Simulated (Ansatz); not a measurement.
**SnTe5 (P4/mmm)**

Computed with DFT PBE, scalar-relativistic, plane waves, PAW (Ansatz 0.2.0).

Settings: cutoff 420 eV, Γ-centred mesh 10×10×4 on the computed 6-atom cell, Gaussian smearing of 0.10 eV; no spin polarisation.

The structure is relaxed at this level of theory with its symmetry kept, and needn't be the ground state of this composition.

Space group P4/mmm (No. 123), tetragonal, a = 3.891 Å, c = 11.419 Å. Sn is surrounded by 8 Te at 3.31 Å, 4 Sn at 3.89 Å and 2 Te at 3.89 Å; Te on a site of symmetry 4mm is surrounded by 8 Te at 3.30–3.44 Å, 1 Te at 3.63 Å, 4 Te at 3.89 Å and 1 Sn at 3.89 Å; Te on a second site of symmetry 4mm has 4 Sn at 3.31 Å, 4 Te at 3.44 Å, 1 Te at 3.67 Å and 5 Te at 3.88–3.89 Å; around Te on a site of symmetry 4/mmm lie 8 Te at 3.30 Å and 6 Te at 3.88–3.89 Å.

| Item | Value |
| --- | --- |
| Volume per atom | 28.81 Å³ |
| Formation energy from the elements' standard states (uncorrected) | +0.199 eV/atom |
| Kohn–Sham band gap | none (metal) |
| Density of states at the Fermi level | 3.9 states/eV per cell |
| Orbital (Löwdin) character within 0.5 eV of the Fermi level | Te 5p 86 % |
| Bader charge by site (e) | Sn (1 in the cell) 0.57, Te (2 in the cell) -0.01, Te (2 in the cell) -0.30, Te (1 in the cell) 0.06 |

Spin-orbit coupling is left out, which matters for the bands of heavy elements.

Another cell of SnTe5 relaxed alike, in R32, lies 113 meV/atom lower, so this cell isn't the stable form at this level.

The cell was found from a structure generator's guess, not taken from experiment. Löwdin shares on free-atom orbitals overweight diffuse shells.
